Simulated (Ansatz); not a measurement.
Given:

FeS2:
```xyz
6
Lattice="4.4388 0.0000 0.0000 0.0000 5.4095 0.0000 0.0000 0.0000 3.3896" Properties=species:S:1:pos:R:3 pbc="T T T"
Fe     0.0000     0.0000     0.0000
Fe     2.2194     2.7048     1.6948
S      0.9155     2.0295     0.0000
S      3.5232     3.3801     0.0000
S      3.1349     0.6753     1.6948
S      1.3038     4.7342     1.6948
```

This is the PBE-relaxed structure. x, y and z are the axes in which the lattice vectors are written.

Q: All from the program Ansatz at the PBE level (PAW), unless another level is named. Predict the formation energy from the elements (no fitted shifts).

A: -0.53 eV/atom.

Q: Give the smallest direct gap on the standard path.

A: 1.19 eV.

Q: Next, the conduction-band minimum?

A: at T (k = 0.000, 0.500, 0.500).

Space group Pnnm. The PBE relaxation kept the symmetry of its start; phonons on a q-mesh show no instability. The workflow began spin-polarised and lost its moments. The references are the lowest solids computed at this level, not always the standard phases.

Potentials: the later of the program's two PAW sets.
